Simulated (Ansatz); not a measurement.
Q: Name crystals whose computed values (r²SCAN in the plane-wave PAW code Ansatz) fall in these windows: highest Γ mode, no LO–TO term (cm⁻¹) 390 to 520; B₀ by P(V) fit (GPa) 93 to 130.

A: 

```csv
crystal,"highest Γ mode, no LO–TO term (cm⁻¹)",B₀ by P(V) fit (GPa)
"La2O3, La2O3 or Ni2Al3 type",441,116
"Si, diamond",518,96.8
```
Others may fit too.

All cells were relaxed under the symmetry of their starts (and spin orders); stability against distortions was not tested throughout. Scalar-relativistic: spin–orbit coupling is off unless named, which matters more the heavier the elements.

Potentials: the later of the program's two PAW sets.
